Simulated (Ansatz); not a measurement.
PbS:
```xyz
8
Lattice="8.4178 0.0000 0.0000 0.0000 4.2089 0.0000 0.0000 0.0000 5.9482" Properties=species:S:1:pos:R:3 pbc="T T T"
Pb     1.0512     3.1567     4.4608
Pb     7.3666     1.0522     1.4873
Pb     3.1577     1.0522     1.4867
Pb     5.2602     3.1567     4.4614
S      7.3666     1.0522     4.4616
S      1.0512     3.1567     1.4866
S      5.2601     3.1567     1.4875
S      3.1577     1.0522     4.4607
```

Relaxed with r²SCAN+D4.

**Question.** Tabulate the valence density and the electron localisation function along the shortest Pb–S contact (2.97 Å), the program Ansatz at the r²SCAN+D4 level (PAW).

**Answer.** 

```
distance from Pb (Å)  density (e/Å³)   ELF
--------------------  --------------  ----
0.30                            7.48  0.01
0.45                            5.28  0.07
0.59                            3.38  0.23
0.74                            1.95  0.39
0.89                            1.04  0.43
1.04                            0.57  0.38
1.19                            0.34  0.27
1.34                            0.24  0.21
1.49                            0.22  0.25
1.64                            0.25  0.43
1.78                            0.34  0.67
1.93                            0.49  0.81
2.08                            0.72  0.86
2.23                            0.98  0.85
2.38                            1.13  0.78
2.53                            1.01  0.53
2.68                            0.62  0.15
```

The density is the valence pseudo-density with augmentation charge, so density and ELF within about 1 Å of a nucleus are not all-electron values.

Space group Fm-3m (rock salt). The r²SCAN+D4 relaxation kept the symmetry of its start. Spin–orbit coupling is left out wherever it is not named.

Potentials: the later of the program's two PAW sets.
